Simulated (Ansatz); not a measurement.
One starting cell of ZnCu2SnSe4 (a generated cell, ZnCu2SnSe4 built in the stannite structure type) was relaxed twice with Ansatz (plane waves, PAW, scalar-relativistic): with r2SCAN at 500 eV and with PBE at 420 eV. The r2SCAN result:

```yaml
crystal:
  lattice:
    - [-2.84503, 2.84503, 5.70744]
    - [2.84503, -2.84503, 5.70744]
    - [2.84503, 2.84503, -5.70744]
  atoms:
    - { symbol: Cu, position: [0.25000, 0.75000, 0.50000] }
    - { symbol: Cu, position: [0.75000, 0.25000, 0.50000] }
    - { symbol: Zn, position: [0.00000, 0.00000, 0.00000] }
    - { symbol: Se, position: [0.37540, 0.89310, 0.00000] }
    - { symbol: Se, position: [0.10690, 0.10690, 0.48230] }
    - { symbol: Se, position: [0.62460, 0.62460, 0.51770] }
    - { symbol: Se, position: [0.89310, 0.37540, 0.00000] }
    - { symbol: Sn, position: [0.50000, 0.50000, 0.00000] }
```

```
quantity          r2SCAN    PBE
----------------  ------  -----
space group        I-42m  I-42m
volume (Å³/atom)   23.10    [?]
a (Å)              5.690    [?]
c (Å)             11.415    [?]
```

**Question.** Fill in the PBE column.

**Answer.** 
- volume (Å³/atom), PBE: 23.93
- a (Å), PBE: 5.765
- c (Å), PBE: 11.523

Both levels end in the same structure; PBE's volume is 3.6 % larger. Neither column is exact.

No spin polarisation in the result.

The run could not lose the symmetry of its start; a randomly shaken copy of 8 atoms returns to this structure.

The first start was generated by placing the elements on the sites of a structure type. A measured structure of ZnCu2SnSe4 has the same space group, I-42m (No. 121); the sites were not compared with it. Another known form has space group No. 82.

Ansatz is an electronic-structure program.
